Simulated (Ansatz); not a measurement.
Sn:
```cif
data_Sn2
_chemical_formula_sum 'Sn2'
_space_group_name_H-M_alt 'I4/mmm'
_space_group_IT_number 139
_space_group_name_Hall '-I 4 2'
_cell_length_a 3.24149
_cell_length_b 3.24149
_cell_length_c 5.20367
_cell_angle_alpha 90.000
_cell_angle_beta 90.000
_cell_angle_gamma 90.000
loop_
_atom_site_label
_atom_site_type_symbol
_atom_site_symmetry_multiplicity
_atom_site_Wyckoff_symbol
_atom_site_fract_x
_atom_site_fract_y
_atom_site_fract_z
_atom_site_occupancy
Sn1 Sn 2 a 0.00000 0.00000 0.00000 1
```
(The calculation used a cell of 1 atom; values per cell refer to that cell.)

Relaxed with r²SCAN.

### Question
Tabulate the valence density and the electron localisation function along the shortest Sn–Sn contact (3.24 Å), the program Ansatz at the r²SCAN level (PAW).

### Answer


```tsv
distance from Sn (Å)	density (e/Å³)	ELF
0.32	10.03	0.01
0.49	5.56	0.06
0.65	2.63	0.19
0.81	1.18	0.31
0.97	0.57	0.33
1.13	0.34	0.34
1.30	0.23	0.39
1.46	0.19	0.41
1.62	0.18	0.41
1.78	0.19	0.41
1.94	0.23	0.39
2.11	0.34	0.34
2.27	0.57	0.33
2.43	1.18	0.31
2.59	2.63	0.19
2.76	5.56	0.06
2.92	10.03	0.01
```

The density is the valence pseudo-density with augmentation charge, so density and ELF within about 1 Å of a nucleus are not all-electron values.

This is a known high-pressure phase of the composition, computed here at zero pressure and temperature. Symmetry was held in the r²SCAN relaxation. At this level the phase is mechanically unstable. Scalar-relativistic: spin–orbit coupling is off unless named, which matters more the heavier the elements.

Potentials: the later of the program's two PAW sets.
